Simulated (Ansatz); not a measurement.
TiSi$_{2}$ (C49 type, space group Cmcm)

```xyz
6
Lattice="1.7731 -6.7817 0.0000 1.7731 6.7817 0.0000 0.0000 0.0000 3.5798" Properties=species:S:1:pos:R:3 pbc="T T T"
Si     1.7731    -5.9791     2.6849
Si     1.7731     5.9791     0.8950
Si     1.7731     3.3870     2.6849
Si     1.7731    -3.3870     0.8950
Ti     1.7731    -1.3996     2.6849
Ti     1.7731     1.3996     0.8950
```

Scan: atom 2 (Si, nearest neighbour Si at 2.404 Å; its periodic images, 3.5 Å or more away, move with it) is displaced towards the nearest neighbour, direction (0.000, 0.668, -0.744) in Cartesian axes, by s. The other atoms stay.

Level of theory: PBE (plane waves to 420 eV, PAW, scalar-relativistic; Ansatz, a quantum-chemistry and plane-wave program). k mesh 11×11×11 (Γ-centred), Fermi-Dirac smearing 0.05 eV. E stands for the smeared free energy. With partly filled bands, energies and forces of such displacements shift with the k mesh and the smearing. This is one of several known forms of TiSi2; the measured ambient cells at hand have space group No. 70. TiSi2 is run without spin polarisation. TiSi2 was relaxed with its symmetry unable to fall. The zero of ΔE is the undisplaced structure.

The scan covers s from -0.720 to 0.720 Å in 11 points.

Question: Is this a single well or a double well?

Answer: A single well with its minimum at or next to zero displacement.

Question: Is the energy the same for displacements of ±0.720 Å, and if not, which side lies higher?

Answer: Not even: the positive side lies higher at ±0.720 Å. With its periodic images moving along, the atom's site symmetry in this cell is mm2.

Question: What is the energy change at s = 0.720 Å?

Answer: 5749 meV/cell.

Question: What force acts on the atom along the line at s = -0.720 Å?

Answer: 5.76 eV/Å.

Question: What is the force constant k = d²E/ds² of this move at s = 0?

Answer: 11.0 eV/Å².

(A displaced cell: forces are minus the slopes of the energy, force constants its curvatures, and phonons follow from these.)
